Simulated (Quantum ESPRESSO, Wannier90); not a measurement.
Wannier functions of ZnCdS2 (P3m1)

```
begin unit_cell_cart
ang
    4.0108001345    0.0000000000    0.0000000000
   -2.0054000672    3.4734548059    0.0000000000
    0.0000000000    0.0000000000    6.6306000000
end unit_cell_cart
begin atoms_frac
Zn   0.0000000000  0.0000000000 -0.0002400000
Cd   0.3333333333 -0.3333333333 -0.4943800000
S    0.3333333333 -0.3333333333 -0.1079900000
S    0.0000000000  0.0000000000  0.3546000000
end atoms_frac
```

Cell from Materials Project (mp-1215475), symmetrised, no further relaxation. Not found in the COD (Crystallography Open Database) copy used; not checked further. Level: PBEsol, no spin polarisation, no spin-orbit coupling; pw.x of Quantum ESPRESSO at 82 Ry with PseudoDojo potentials, 6×6×4 k-points, Wannier90. Density: 12×12×6 mesh, cold smearing 0.01 Ry.

Bands 9-10 form an isolated set from -12.59 to -11.75 eV relative to the valence-band maximum (on the path) and are turned into 2 Wannier functions by minimising the spread from the start: atomic waves S 3s.

Task: Where do the functions sit, how wide are they and what are they made of?

Result: 
```csv
functions,spread (Å²),"nearest atom, distance (Å)","second atom, distance (Å)",weight on atomic waves
1,1.25,S 0.03,Zn 2.43,"S 3s 86 %, Zn 4s 7 %"
1,1.35,S 0.04,Zn 2.39,"S 3s 83 %, Cd 5s 6 %, Cd 4d 6 %"
```

Ω_I = 2.60 Å², Ω_total = 2.61 Å²; the interpolated bands follow pw.x to 0.0 meV rms on the path. Only this start was tried; a symmetric start can stop on a saddle, and mixtures of these functions could lower the total by at most Ω_total − Ω_I.
